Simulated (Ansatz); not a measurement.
One crystal and one scan (scan of one atom of the cell) at two levels, PBE (plane waves to 420 eV, PAW, scalar-relativistic; Ansatz, a first-principles code) and r2SCAN (plane waves to 500 eV, PAW, scalar-relativistic; Ansatz), each from its own relaxed cell and on its own mesh.

The crystal is MgH2 (rutile); one H atom of a 6-atom cell moves by s along Cartesian x, with its periodic images.

E stands for the smeared free energy. MgH2 was relaxed with its symmetry unable to fall. Both scans cover s from -0.580 to 0.580 Å.

```csv
quantity,run 1,run 2
Lattice constant a (Å),4.484,4.517
Lattice constant c (Å),2.997,3.013
Relaxed volume (Å³/atom),10.04,10.25
"Band gap of the relaxed cell, no spin-orbit coupling (eV)",4.38,3.73
Energy at s = 0.580 Å (meV/cell),716,658
Force along the line at s = -0.580 Å (eV/Å),1.576,1.424
Force constant k = d²E/ds² at s = 0 (finite differences) (eV/Å²),3.89,3.56
```

### Question
Which run is which level?

### Answer
Run 2 is PBE, run 1 is r2SCAN. PBE gives the higher value for: lattice constant a; lattice constant c; relaxed volume. PBE gives the lower value for: band gap of the relaxed cell, no spin-orbit coupling; energy at s = 0.580 Å; force along the line at s = -0.580 Å; force constant k = d²E/ds² at s = 0. Both give the same symmetry of the curve: not even: the positive side lies higher at ±0.580 Å.

(For displaced atoms, the force is minus the slope of the energy, and its curvature is a force constant, which sets phonon frequencies.)
